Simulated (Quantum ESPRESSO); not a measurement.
pw.x input (Quantum ESPRESSO 7.5; PBEsol, PseudoDojo standard norm-conserving files, scalar-relativistic):

```
&CONTROL
  calculation = 'scf'
  pseudo_dir = './pseudo'
  outdir = './out'
  tprnfor = .true.
  tstress = .true.
/
&SYSTEM
  ibrav = 0
  nat = 9
  ntyp = 3
  ecutwfc = 84.0
  ecutrho = 336.0
  occupations = 'smearing'
  smearing = 'fd'
  degauss = 0.002
  nbnd = 46
/
&ELECTRONS
  conv_thr = 9e-10
/
ATOMIC_SPECIES
Br 79.9040 Br.upf
Cs 132.9055 Cs.upf
Pt 195.0840 Pt.upf
CELL_PARAMETERS angstrom
  0.000000000000   5.407800000000   5.407800000000
  5.407800000000   0.000000000000   5.407800000000
  5.407800000000   5.407800000000   0.000000000000
ATOMIC_POSITIONS crystal
Br   0.769230000000   0.230770000000   0.769230000000
Br   0.230770000000   0.769230000000   0.230770000000
Br   0.769230000000   0.230770000000   0.230770000000
Br   0.230770000000   0.769230000000   0.769230000000
Br   0.769230000000   0.769230000000   0.230770000000
Br   0.230770000000   0.230770000000   0.769230000000
Cs   0.750000000000   0.750000000000   0.750000000000
Cs   0.250000000000   0.250000000000   0.250000000000
Pt   0.000000000000   0.000000000000   0.000000000000
K_POINTS automatic
4 4 4 0 0 0
```

End of the output:

```
     total energy              =    -543.88835426 Ry
     estimated scf accuracy    <       0.00000004 Ry
     total energy              =    -543.88835427 Ry
     estimated scf accuracy    <          9.3E-10 Ry
     total energy              =    -543.88835427 Ry
     estimated scf accuracy    <          9.6E-10 Ry
[...]
     the Fermi energy is     3.6939 ev
!    total energy              =    -543.88835427 Ry
     estimated scf accuracy    <          2.8E-12 Ry
     smearing contrib. (-TS)   =      -0.00000000 Ry
     internal energy E=F+TS    =    -543.88835427 Ry
     The total energy is F=E-TS. E is the sum of the following terms:
     one-electron contribution =    -288.65539531 Ry
     hartree contribution      =     167.90393788 Ry
     xc contribution           =    -136.28828244 Ry
     ewald contribution        =    -286.84861440 Ry
     convergence has been achieved in  11 iterations
     Forces acting on atoms (cartesian axes, Ry/au):
     atom    1 type  1   force =     0.00000000    0.00858285    0.00000000
     atom    2 type  1   force =     0.00000000   -0.00858285    0.00000000
     atom    3 type  1   force =    -0.00858285    0.00000000    0.00000000
     atom    4 type  1   force =     0.00858285    0.00000000    0.00000000
     atom    5 type  1   force =     0.00000000    0.00000000    0.00858285
     atom    6 type  1   force =     0.00000000   -0.00000000   -0.00858285
     atom    7 type  2   force =     0.00000000    0.00000000    0.00000000
     atom    8 type  2   force =     0.00000000    0.00000000    0.00000000
     atom    9 type  3   force =     0.00000000    0.00000000    0.00000000
     Total force =     0.021024     Total SCF correction =     0.000004
     Computing stress (Cartesian axis) and pressure
          total   stress  (Ry/bohr**3)                   (kbar)     P=      -10.69
  -0.00007270   0.00000000  -0.00000000          -10.69        0.00       -0.00
   0.00000000  -0.00007270  -0.00000000            0.00      -10.69       -0.00
   0.00000000  -0.00000000  -0.00007270            0.00       -0.00      -10.69
```
In a gapped system the printed Fermi energy is only some level inside the gap.

Spin-orbit coupling is not included.

Geometry of the Materials Project entry, not relaxed at this level.
